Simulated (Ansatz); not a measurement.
OsSe$_{2}$ in space group Pa-3 (No. 205; Os on 4a, Se on 8c) at seven volumes, PBEsol in the plane-wave PAW code Ansatz, shape and atoms relaxed at each. One row is withheld.

| V (Å³/atom) | P (GPa) |
|---|---|
| 15.865 | 21.24 |
| 16.388 | 12.88 |
| 16.911 | 5.88 |
| 17.434 | 0.01 |
| 17.957 | ? |
| 18.480 | -9.02 |
| 19.003 | -12.45 |

Question: Fit the shown pressures and predict the withheld one.

Answer: P = (3/2)B₀(x^(7/2) − x^(5/2))[1 + (3/4)(B′ − 4)(x − 1)] with x = (V₀/V)^(2/3). Least squares on the six rows gives V₀ = 17.435 Å³/atom, B₀ = 179 GPa, B′ = 4.90. At V = 17.957, x = 0.9805 and P = -4.91 GPa. The run itself gave -4.91 GPa.

The workflow started from an entry of the Crystallography Open Database (COD). Whether it is the stable phase at ambient conditions was not checked. The cell was relaxed with PBEsol under the symmetry of its start; its stability against distortions is not shown here. No spin polarisation was allowed. Spin–orbit coupling is left out wherever it is not named.

Potentials: the later of the program's two PAW sets.
